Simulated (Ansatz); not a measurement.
KBr (rock salt): values from a third-order Birch-Murnaghan fit to a volume scan beside measured ones. Computed values: r2SCAN (plane waves to 500 eV, PAW, scalar-relativistic; Ansatz, a quantum-chemistry and plane-wave program). KBr was relaxed with its symmetry unable to fall.

```tsv
quantity	reference	kind
Lattice constant a (Å)	6.541	measured at or taken to low temperature
```

References as given in: Klaus Doll, Hermann Stoll, Physical review. B, Condensed matter (1998), arXiv:cond-mat/9801031.

**Question.** Estimate the r2SCAN values and the sign and size of each difference.

**Answer.** 
```
quantity                r2SCAN  difference
----------------------  ------  ----------
Lattice constant a (Å)   6.609      +1.0 %
```

r2SCAN overestimates the lattice constant a by 1.0 %.

(A scan under strain: stresses follow from slopes of the energy per volume, elastic moduli from its curvatures.)
